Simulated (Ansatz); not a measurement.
Input and output for Mo (sc type): DFT, LDA, all-electron LAPW, scalar-relativistic (Ansatz 0.2.0). This run: volume at 0.5 of the series' base cell.

The cell comes from a relaxation on PAW files under the same functional, begun from a prototype that needn't be the stable phase.

Command: `ansatz run input.yaml --threads 1 --pin off --max-ram 2048MiB --backend cpu --events-out ev --progress --plain --runs-dir out` It took 18 s on 1 thread of Arm Neoverse V1 (shared host), peak memory 0.35 GiB.

```yaml
crystal:
  lattice:
    - [2.0277033329, 0.0, 0.0]
    - [0.0, 2.0277033329, 0.0]
    - [0.0, 0.0, 2.0277033329]
  atoms:
    - { symbol: Mo, position: [0.0, 0.0, 0.0] }
kpoints:
  mp_grid: { grid: [17, 17, 17] }
  band_path:
    path:
      - [0.0, 0.0, 0.0]
      - [0.0, 0.5, 0.0]
      - [0.5, 0.5, 0.0]
      - [0.0, 0.0, 0.0]
      - [0.5, 0.5, 0.5]
      - [0.0, 0.5, 0.0]
      - [0.5, 0.5, 0.5]
      - [0.5, 0.5, 0.0]
    npoints: 8
scf:
  occupations: { method: fermi_dirac, width: 0.05 }
hamiltonian:
  xc: lda
  pseudopotentials: { kind: all_electron, lapw: { basis_error: 0.001 } }
output:
  forces: true
  stress: true
  eigenvalues: true
  populations: true
  dos: { projected: true, de: 0.2, e_range: [-14, 8] }
```

Output:

```
Mo: projections on atomic orbitals take those of the free atom 1s2 2s2 2p6 3s2 3p6 3d10 4s2 4p6 4d5 5s1, of charge +0.00 (hamiltonian.pseudopotentials.projection_atoms)
LAPW: plane waves up to 10.893 Å⁻¹, error target 1.0e-3 eV per atom; small_component_spin mean_spin; Mo in spheres of 1.014 Å, 32 of its electrons in bands, Dirac shells [] (how accurate: hamiltonian.pseudopotentials.lapw.basis_error, Limitations)
Engine: ansatz 0.2.0
Pseudopotentials: kind: all_electron
Pseudopotential: Mo, LAPW, valence charge 32, lapw/all_electron/scalar/gaussian/Mo, Koelling and Harmon's equation, gaussian nucleus
Functional definition: SPW92
  exchange = slater_x
  correlation = pw_c
Crystal: 1 atoms, lattice volume = 8.337 Å³
Basis set: ecut = 452.04571888259784 eV, 179 PW (Γ), exchange–correlation at level 2
Bands: 20, of which v1, the nominal top of the filled ones, is band 16 counted from 1 (15 counted from 0)
Symmetry: 48 space group operations
Space group: Pm-3m (ITA 221), of the structure as read, at distance tolerance 2.0e-5 Å
k-points: 165 of 4913
Non-local potential: Mo, projectors of the file, none
Initial density: superposition of atomic densities (chi_scale 0.1, normalization cell)
Initial wavefunctions: plane waves of lowest kinetic energy (no species holds an atomic orbital)
Functional: x = slater, c = lda
iter 1 solved again at ethr=8.95e-5 eV; its pass at ethr=1.00e-1 eV (dr2=2.86e-2 eV) is discarded
SCF iter   1: F=—  HF=-110054.732477 eV  |F-HF|=—  |Δ(HF+E_count)|=         —  Δρ=3.83e-2  dr2=2.89e-2  ethr=8.95e-5  ⟨swp⟩=3.2  Hψ=23136  notcnv=0
preconditioner: auto → none  [metal: Δε(μ)=0.059 eV  Ē_g=30.503 eV  σ=0.050 eV  W_gap=0.27  n_scr=6 (ndim 8)  ℏωp=44.5 eV  f_vac=0.000  D(μ)=0.65/eV (n_scr^D=6)  sad-step TF]
SCF iter   2: F=—  HF=-110054.708600 eV  |F-HF|=—  |Δ(HF+E_count)|=   2.39e-2  Δρ=2.19e-2  dr2=1.01e-2  ethr=8.95e-5  ⟨swp⟩=2.0  Hψ=9745  notcnv=0
iter 3 solved again at ethr=1.43e-6 eV; its pass at ethr=3.17e-5 eV (dr2=4.58e-4 eV) is discarded
SCF iter   3: F=—  HF=-110054.704196 eV  |F-HF|=—  |Δ(HF+E_count)|=   4.40e-3  Δρ=4.22e-3  dr2=4.58e-4  ethr=1.43e-6  ⟨swp⟩=2.0  Hψ=16213  notcnv=0
SCF iter   4: F=—  HF=-110054.704089 eV  |F-HF|=—  |Δ(HF+E_count)|=   1.06e-4  Δρ=6.30e-4  dr2=1.22e-5  ethr=1.43e-6  ⟨swp⟩=2.0  Hψ=9591  notcnv=0
SCF iter   5: F=—  HF=-110054.704091 eV  |F-HF|=—  |Δ(HF+E_count)|=   1.62e-6  Δρ=3.81e-5  dr2=4.03e-8  ethr=3.81e-8  ⟨swp⟩=2.0  Hψ=9591  notcnv=0
SCF iter   6: F=-110054.704091 eV  HF=-110054.704091 eV  |F-HF|=1.46e-11  |Δ(HF+E_count)|=   3.46e-8  Δρ=2.55e-6  dr2=1.68e-10  ethr=1.26e-10  ⟨swp⟩=2.2  Hψ=9644  notcnv=0
SCF 1 converged in 6 iterations: F = -110054.704091 eV  dr2 = 1.68e-10
NSCF: frozen V_eff on 57 k-points
SCF converged after 6 iterations
Free energy (F): -110054.704091 eV
Harris-Foulkes:  -110054.704091 eV  (|F-HF|=1.46e-11)
Internal energy: -110054.698348 eV  (E = F + TS)
E sigma→0 (E₀):  -110054.701219 eV
Entropy (-TS):   -0.005743 eV (-5.743 meV/atom)
Fermi energy:    45.629902 eV
--- Per-component energies (eV) ---
  E_band       = -4265.112185
  E_kinetic    = 114113.590594
  E_xc         = -3276.248077
  E_electrostatic = -220892.040865  (all electrons and nuclei)
  E_smearing   = -0.005743  (= −TS)
  E_closure    = 0.000000  (closes the sum)
  E_atoms      = -110052.640327  (free atoms, spherical and without spin; not in F)
  Σ components = -110054.704091   (vs F -110054.704091, Δ=0.00e0)
  Basis errors (estimates in eV, not in F): energy 3.7e-4 per atom: plane waves 3.3e-4 (1.9e-4 summed), levels above the bands 3.7e-141, relativity 5.1e-8, radial functions 4.2e-5, core shells 5.5e-12; eigenvalues (radial functions only) 5.3e-6; not estimated: angular momenta, meshes, grids; target (lapw.basis_error) 1.0e-3; muffin-tin radii Mo 1.014 Å
--- Forces (eV/Å), atoms counted from 1 ---
  atom   1  Mo     0.00000000     0.00000000     0.00000000
  max |Σ_I F_I| component: 5.14e-32 eV/Å
--- Stress (GPa, compression-positive) ---
      622.710738       0.000000      -0.000000
        0.000000     622.710738       0.000000
       -0.000000       0.000000     622.710738
  P = ⅓ Tr σ = 622.7107 GPa (6227.107 kbar)
--- Band table (eV; the first three rows and the last of 165) ---
  k-point 0: bands = ["-424.8297", "-328.2959", "-328.2959", "-328.2959", "-170.8149", "-170.8149", "-170.8149", "-170.8030", "-170.8030", "-19.2880", "12.6340", "12.6340", "12.6340", "35.0924", "35.0924", "38.3994", "55.1605", "55.1605", "55.1605", "68.6000"]
  k-point 1: bands = ["-424.8297", "-328.2959", "-328.2959", "-328.2959", "-170.8149", "-170.8149", "-170.8149", "-170.8030", "-170.8029", "-19.2284", "12.2098", "12.6690", "12.6690", "35.1562", "35.5401", "38.6681", "54.5976", "54.5976", "55.1964", "67.7910"]
  k-point 2: bands = ["-424.8297", "-328.2959", "-328.2959", "-328.2959", "-170.8150", "-170.8150", "-170.8149", "-170.8030", "-170.8025", "-19.0544", "11.0780", "12.7705", "12.7705", "35.3426", "36.5695", "39.6277", "53.2037", "53.2037", "55.3005", "65.9259"]
  k-point 164: bands = ["-424.8297", "-328.2961", "-328.2961", "-328.2961", "-170.8161", "-170.8161", "-170.8161", "-170.7980", "-170.7980", "-13.1624", "6.6942", "6.6942", "6.7012", "34.9040", "35.0047", "35.0047", "49.6301", "61.8661", "61.8661", "74.5801"]
--- Löwdin populations: 1 site ---
  site symbol       q [e]
     0     Mo     41.9279
  spilling = 0.001717 (of n_electrons = 42.000000)
```

populations.tsv:

```
# site	symbol	l	j	q
# orbitals = lowdin
# n_electrons = 42.000000
# spilling = 0.001717
# projection_atom_Mo: 1s2 2s2 2p6 3s2 3p6 3d10 4s2 4p6 4d5 5s1
0	Mo	0_1S	-	1.999983
0	Mo	0_2S	-	1.999280
0	Mo	0_3S	-	1.987763
0	Mo	0_4S	-	1.826101
0	Mo	0_5S	-	0.464682
0	Mo	1_2P	-	5.999992
0	Mo	1_3P	-	5.999013
0	Mo	1_4P	-	5.852190
0	Mo	2_3D	-	9.999793
0	Mo	2_4D	-	5.799110
```

Next run (volume at 0.43 of the series' base cell), as changes to the input before:

```diff
   lattice:
-    - [2.0277033329, 0.0, 0.0]
-    - [0.0, 2.0277033329, 0.0]
-    - [0.0, 0.0, 2.0277033329]
+    - [1.9282820807, 0.0, 0.0]
+    - [0.0, 1.9282820807, 0.0]
+    - [0.0, 0.0, 1.9282820807]
   atoms:
```

Results part of the output:

```
SCF 1 converged in 5 iterations: F = -110048.832469 eV  dr2 = 1.93e-9
NSCF: frozen V_eff on 57 k-points
SCF converged after 5 iterations
Free energy (F): -110048.832469 eV
Harris-Foulkes:  -110048.832469 eV  (|F-HF|=1.24e-9)
Internal energy: -110048.828655 eV  (E = F + TS)
E sigma→0 (E₀):  -110048.830562 eV
Entropy (-TS):   -0.003814 eV (-3.814 meV/atom)
Fermi energy:    53.202648 eV
--- Per-component energies (eV) ---
  E_band       = -4037.907153
  E_kinetic    = 114148.944445
  E_xc         = -3282.477031
  E_electrostatic = -220915.296070  (all electrons and nuclei)
  E_smearing   = -0.003814  (= −TS)
  E_closure    = 0.000000  (closes the sum)
  E_atoms      = -110052.640327  (free atoms, spherical and without spin; not in F)
  Σ components = -110048.832469   (vs F -110048.832469, Δ=0.00e0)
  Basis errors (estimates in eV, not in F): energy 3.9e-4 per atom: plane waves 3.5e-4 (2.0e-4 summed), levels above the bands 2.4e-149, relativity 6.4e-8, radial functions 4.0e-5, core shells 2.2e-12; eigenvalues (radial functions only) 7.5e-6; not estimated: angular momenta, meshes, grids; target (lapw.basis_error) 1.0e-3; muffin-tin radii Mo 0.964 Å
--- Forces (eV/Å), atoms counted from 1 ---
  atom   1  Mo    -0.00000000     0.00000000     0.00000000
  max |Σ_I F_I| component: 6.68e-33 eV/Å
--- Stress (GPa, compression-positive) ---
     1033.714314       0.000000       0.000000
        0.000000    1033.714314       0.000000
        0.000000       0.000000    1033.714314
  P = ⅓ Tr σ = 1033.7143 GPa (10337.143 kbar)
--- Band table (eV; the first three rows and the last of 165) ---
  k-point 0: bands = ["-417.3150", "-320.7831", "-320.7831", "-320.7831", "-163.2838", "-163.2838", "-163.2802", "-163.2802", "-163.2802", "-14.1111", "20.3348", "20.3348", "20.3348", "40.5729", "40.5729", "46.4948", "64.3729", "64.3729", "64.3729", "78.2047"]
  k-point 1: bands = ["-417.3150", "-320.7831", "-320.7831", "-320.7831", "-163.2838", "-163.2835", "-163.2803", "-163.2803", "-163.2802", "-14.0303", "19.7245", "20.3841", "20.3841", "40.6476", "41.1900", "46.8059", "63.6487", "63.6487", "64.4181", "77.2973"]
  k-point 2: bands = ["-417.3150", "-320.7832", "-320.7831", "-320.7831", "-163.2838", "-163.2828", "-163.2804", "-163.2804", "-163.2802", "-13.7932", "18.1464", "20.5272", "20.5272", "40.8663", "42.6515", "47.8546", "61.8991", "61.8991", "64.5491", "75.2137"]
  k-point 164: bands = ["-417.3149", "-320.7836", "-320.7836", "-320.7836", "-163.2830", "-163.2830", "-163.2830", "-163.2726", "-163.2726", "-5.1029", "12.5607", "12.5607", "12.5869", "40.1114", "40.2221", "40.2221", "55.5144", "72.6453", "72.6453", "87.2166"]
--- Löwdin populations: 1 site ---
  site symbol       q [e]
     0     Mo     41.9043
  spilling = 0.002279 (of n_electrons = 42.000000)
```

The structure type is held throughout; the real material can change phase at far lower pressure.
